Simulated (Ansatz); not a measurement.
Each is relaxed and computed with r²SCAN in the plane-wave PAW code Ansatz. Which is the only one with a gap?
(A) LiCoAs, P4/nmm (Li on 2c, Co on 2a, As on 2c)
(B) CoLi5Nb5O18Ti, P3 (Pearson symbol hP30)
(C) TiSi, Cmmm (Ti on 2b, Si on 2d)
(D) SrCo2Ge2, I4/mmm (Sr on 2a, Co on 4d, Ge on 4e)

B, CoLi5Nb5O18Ti, P3 (Pearson symbol hP30). CoLi5Nb5O18Ti: gap 1.54 eV (indirect); LiCoAs: metal; TiSi: metal; SrCo2Ge2: metal. Spin orders computed, not proven ground states: CoLi5Nb5O18Ti, P3 (Pearson symbol hP30) ferromagnetic. Typed or built starts, not in the databases checked: CoLi5Nb5O18Ti, P3 (Pearson symbol hP30). Standing as an ambient phase not checked: LiCoAs, P4/nmm (Li on 2c, Co on 2a, As on 2c); TiSi, Cmmm (Ti on 2b, Si on 2d); SrCo2Ge2, I4/mmm (Sr on 2a, Co on 4d, Ge on 4e). All cells were relaxed under the symmetry of their starts (and spin orders); stability against distortions was not tested throughout. Rows with no word on spin ran without spin polarisation. No Hubbard U is applied. Spin–orbit coupling is left out wherever it is not named.

Potentials: the later of the program's two PAW sets.
